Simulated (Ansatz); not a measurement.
Two states of Ti₂Co

```yaml
crystal:
  lattice:
    - [0.00000, 3.39159, 3.39159]
    - [3.39159, 0.00000, 3.39159]
    - [3.39159, 3.39159, 0.00000]
  atoms:
    - { symbol: Co, position: [0.00000, 0.00000, 0.00000] }
    - { symbol: Co, position: [0.25000, 0.25000, 0.25000] }
    - { symbol: Ti, position: [0.62500, 0.62500, 0.62500] }
    - { symbol: Ti, position: [0.12500, 0.62500, 0.62500] }
    - { symbol: Ti, position: [0.62500, 0.62500, 0.12500] }
    - { symbol: Ti, position: [0.62500, 0.12500, 0.62500] }
```

The numbers come from plane-wave PAW DFT (Ansatz): r2SCAN, 500 eV, 6×6×6 Γ-centred k points, gaussian occupations (width 0.0991 eV). Nothing was relaxed.

State A: Co1 up, Co2 down, Ti3 down, Ti4 down, Ti5 down, Ti6 down (collinear spin). State B: Co1 up, Co2 up (collinear spin).

Task: Compare the two self-consistent states.

Result: State B is lower by 16.6 meV an atom at zero smearing.

```csv
state,free energy (meV/atom),largest moment in a small sphere (μB),net moment (μB/cell),gap on mesh (eV),pressure (GPa),largest force (eV/Å)
A,16.5,1.62,3.13,metal,20.9,0.44
B,0.0,1.46,3.85,metal,20.3,0.00
```

Origin: a database entry at a rescaled volume. Caveats: atoms or cell far from equilibrium.
